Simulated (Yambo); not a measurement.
# Optical response of CaO at +1 % isotropic strain

```
CaO
1.0
    0.00000     2.40526     2.40526
    2.40526     0.00000     2.40526
    2.40526     2.40526     0.00000
O Ca
1 1
Cartesian
  2.40526   2.40526   2.40526
  4.81052   4.81052   4.81052
```

Yambo, RPA with local fields on PBEsol bands shifted by a G0W0 scissor of 2.48 eV; 18×18×18 mesh, 21 bands, 4 Ry local-field block, 0.2 eV broadening; field along x.

| E (eV) | Im ε | Re ε | Im ε, independent particles |
|---|---|---|---|
| 0.0 | 0.00 | 3.07 | 0.00 |
| 0.5 | 0.00 | 3.08 | 0.00 |
| 1.0 | 0.01 | 3.09 | 0.01 |
| 1.5 | 0.01 | 3.11 | 0.01 |
| 2.0 | 0.02 | 3.14 | 0.02 |
| 2.5 | 0.02 | 3.19 | 0.02 |
| 3.0 | 0.03 | 3.25 | 0.03 |
| 3.5 | 0.03 | 3.32 | 0.04 |
| 4.0 | 0.04 | 3.42 | 0.05 |
| 4.5 | 0.06 | 3.54 | 0.06 |
| 5.0 | 0.08 | 3.71 | 0.09 |
| 5.5 | 0.12 | 3.94 | 0.13 |
| 6.0 | 0.21 | 4.31 | 0.24 |
| 6.5 | 0.69 | 4.89 | 0.78 |
| 7.0 | 1.44 | 4.91 | 1.63 |
| 7.5 | 2.07 | 4.71 | 2.33 |
| 8.0 | 2.48 | 4.46 | 2.78 |
| 8.5 | 2.79 | 4.12 | 3.11 |
| 9.0 | 2.95 | 3.64 | 3.25 |
| 9.5 | 3.10 | 3.51 | 3.43 |
| 10.0 | 3.30 | 3.53 | 3.71 |
| 10.5 | 4.16 | 3.42 | 4.74 |
| 11.0 | 4.69 | 2.23 | 5.14 |
| 11.5 | 4.18 | 1.86 | 4.70 |
| 12.0 | 5.31 | 1.16 | 5.84 |
| 12.5 | 4.72 | -1.14 | 4.37 |
| 13.0 | 2.93 | -1.47 | 2.75 |
| 13.5 | 2.01 | -1.47 | 1.84 |
| 14.0 | 0.99 | -1.05 | 0.91 |
| 14.5 | 0.65 | -0.36 | 0.63 |
| 15.0 | 0.52 | 0.09 | 0.54 |
| 15.5 | 0.47 | 0.38 | 0.50 |
| 16.0 | 0.46 | 0.69 | 0.51 |
| 16.5 | 0.53 | 1.04 | 0.58 |
| 17.0 | 0.80 | 1.41 | 0.92 |
| 17.5 | 1.43 | 1.03 | 1.51 |
| 18.0 | 1.23 | 0.70 | 1.26 |
| 18.5 | 1.08 | 0.65 | 1.14 |
| 19.0 | 1.01 | 0.63 | 1.11 |
| 19.5 | 0.90 | 0.62 | 1.00 |
| 20.0 | 0.80 | 0.68 | 0.91 |

Peak heights and small wiggles depend on the k mesh. Convergence of the RPA response with its 18×18×18 mesh was not tested. The scissor comes from a G0W0 run whose convergence isn't established. No excitonic effects at this level.

Geometry strained from the cell relaxed with PBEsol, atoms relaxed again.
